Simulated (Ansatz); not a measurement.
**Ta2O5: random displacements**

Theory: Ansatz, DFT PBEsol, scalar-relativistic, plane waves, PAW. Settings: plane waves to 420 eV, k-mesh 10×10×6 (Γ-centred), Gaussian smearing 0.03 eV. Spin–orbit coupling is left out, which matters for the heavy elements here. No spin polarisation. Energies are free energies at this smearing, counted from the undisturbed cell; pressure is positive in compression.

The undisturbed cell (relaxed at this level; it needn't be the usual structure):

```
Ta O
1.0
     3.66999    0.00000    0.00000
     0.00000    3.85909    0.00000
     0.00000    0.00000    6.43348
Ta O
2 5
Direct
  0.50000 0.00000 0.50000
  0.00000 0.00000 0.00000
  0.50000 0.50000 0.50000
  0.00000 0.00000 0.67925
  0.00000 0.50000 0.00000
  0.50000 0.00000 0.00000
  0.00000 0.00000 0.32075
```

The atoms are displaced (Å, in the unstrained cell):

```csv
atom,ux,uy,uz
Ta1,-0.098,-0.164,-0.154
Ta2,0.075,0.173,0.005
O3,0.028,0.261,-0.154
O4,0.267,-0.004,-0.101
O5,-0.220,-0.214,0.178
O6,-0.076,0.117,0.248
O7,0.024,-0.169,-0.022
```

Strain (Voigt, engineering shear): (0.0105, -0.0303, -0.0046, 0.0430, -0.0545, -0.0553).

Task: What are the energy change, the stress and the forces?

Result: ΔE = 853.2 meV/atom; stress (xx, yy, zz, yz, xz, xy; compression positive) (18.38, 121.66, 4.38, 4.46, 6.44, -11.36) GPa; gap on the mesh 2.20 eV.
```tsv
atom	Fx (eV/Å)	Fy	Fz
Ta1	-3.09	24.80	-0.56
Ta2	-2.29	-14.58	-3.83
O3	3.10	-25.79	-0.12
O4	-0.48	0.32	3.05
O5	-2.08	16.50	0.96
O6	5.15	-1.75	1.45
O7	-0.33	0.48	-0.95
```

Cost: 1 run of about 0.76 core-minutes, on Intel Xeon 6975P-C (Granite Rapids) (shared hosts).